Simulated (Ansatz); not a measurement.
MgS (rock salt, space group No. 225), PBE in the plane-wave PAW code Ansatz. The conduction-band minimum lies at X, with 3 equivalent valleys. Second derivatives d²E/dk² of the lowest band at one valley (eV·Å²), along Cartesian directions:

```json
[
 {"direction": "[100]", "d²E/dk²": "14.54"},
 {"direction": "[010]", "d²E/dk²": "26.04"},
 {"direction": "[001]", "d²E/dk²": "26.04"},
 {"direction": "[110]", "d²E/dk²": "20.29"},
 {"direction": "[101]", "d²E/dk²": "20.29"},
 {"direction": "[011]", "d²E/dk²": "26.01"}
]
```

Problem. Find the principal effective masses, the density-of-states mass and the conductivity mass.

Solution. Off-diagonal terms follow from H_xy = H[110] − (H_xx + H_yy)/2, and m*/mₑ = 7.620 eV·Å² over each eigenvalue: 0.29, 0.29, 0.52. One valley's DOS mass (m₁m₂m₃)^(1/3) = 0.36, conductivity mass 3/(Σ 1/mᵢ) = 0.34 mₑ.

Problem. What effective density of states Nc follows at 300 K for parabolic valleys?

Solution. Nc = 2.509e19 × 3 × (0.36)^(3/2) ≈ 1.6e19 cm⁻³.

Space group Fm-3m (rock salt). The cell was relaxed with PBE under the symmetry of its start.

Potentials: the later of the program's two PAW sets.

Edges and masses are those of Kohn–Sham bands, whose gap is no quasiparticle gap.
